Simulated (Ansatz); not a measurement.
# Sn3PbSe4: computed properties

Level of theory: Ansatz, DFT PBE, scalar-relativistic, plane waves, PAW.

Cutoff 420 eV; k points 8×8×4 on the computed 8-atom cell (Γ-centred); Gaussian smearing, width 0.01 eV; no spin polarisation.

The structure is relaxed at this level of theory with its symmetry kept, and needn't be the ground state of this composition.

Space group P4/mmm (No. 123), tetragonal, a = 4.315 Å, c = 12.208 Å. Sn on a site of symmetry 4mm is surrounded by 6 Se at 3.04–3.07 Å; Sn on a site of symmetry 4/mmm is surrounded by 6 Se at 3.00–3.05 Å; Pb is surrounded by 6 Se at 3.05–3.10 Å; Se on a site of symmetry 4/mmm has 4 Pb at 3.05 Å and 2 Sn at 3.07 Å; Se on a site of symmetry 4mm is surrounded by 5 Sn at 3.00–3.05 Å and 1 Pb at 3.10 Å; Se on a second site of symmetry 4/mmm has 6 Sn at 3.04–3.05 Å.

```json
{
  "Volume per atom": "28.41 Å³",
  "Formation energy from the elements' standard states (uncorrected)": "-0.463 eV/atom",
  "Kohn–Sham band gap": "0.03 eV",
  "Orbital (Löwdin) character of the top 1 eV of the valence band": "Se 4p 59 %, Sn 5s 20 %, Sn 5p 13 %",
  "Orbital (Löwdin) character of the lowest 1 eV of the conduction band": "Sn 5p 59 %, Pb 6p 13 %, Se 4p 12 %, Se 4s 11 %",
  "Bader charge by site (e)": "Sn (2 in the cell) 0.86, Sn (1 in the cell) 0.88, Pb (1 in the cell) 0.87, Se (1 in the cell) -0.87, Se (2 in the cell) -0.87, Se (1 in the cell) -0.87"
}
```

Spin-orbit coupling is left out, which matters for the bands of heavy elements.

The cell was found from a structure generator's guess, not taken from experiment. Kohn–Sham gaps at this level usually fall short of measured ones. Löwdin shares on free-atom orbitals overweight diffuse shells in the empty bands.
